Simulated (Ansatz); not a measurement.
LaAlHO$_{2}$:
Space group P4/mmm (No. 123); a = b = 3.7743 Å, c = 3.8952 Å, α = β = γ = 90.00°

```csv
atom,site,symmetry,x,y,z
La,1d,4/mmm,0.5000,0.5000,0.5000
Al,1a,4/mmm,0.0000,0.0000,0.0000
O,2f,mmm.,0.0000,0.5000,0.0000
H,1b,4/mmm,0.0000,0.0000,0.5000
```

Relaxed at zero pressure with the program Ansatz at the r²SCAN level (PAW).

Task: The volume is raised by 6 % and shape and atoms relax at that volume. What pressure results, and how do the axes share the change?

Result: -7.3 GPa; a 1.3 %, b 1.3 %, c 3.2 %; the energy rises by 16 meV/atom.

Task: Give the new structure.

Result: 
Space group P4/mmm (No. 123); a = b = 3.825 Å, c = 4.021 Å, α = β = γ = 90.00°

```json
[
 {"atom": "La", "site": "1d", "symmetry": "4/mmm", "x": "0.5000", "y": "0.5000", "z": "0.5000"},
 {"atom": "Al", "site": "1a", "symmetry": "4/mmm", "x": "0.0000", "y": "0.0000", "z": "0.0000"},
 {"atom": "O", "site": "2f", "symmetry": "mmm.", "x": "0.0000", "y": "0.5000", "z": "0.0000"},
 {"atom": "H", "site": "1b", "symmetry": "4/mmm", "x": "0.0000", "y": "0.0000", "z": "0.5000"}
]
```

The phase is kept; no other phase was compared at this pressure.

The start of the workflow was typed in or built on a structure type; neither database checked (COD, Materials Project) lists it. Whether it is the stable phase at ambient conditions was not checked. The cell was relaxed with r²SCAN under the symmetry of its start; its stability against distortions is not shown here. Scalar-relativistic: spin–orbit coupling is off unless named, which matters more the heavier the elements.

Potentials: the earlier of the program's two PAW sets.
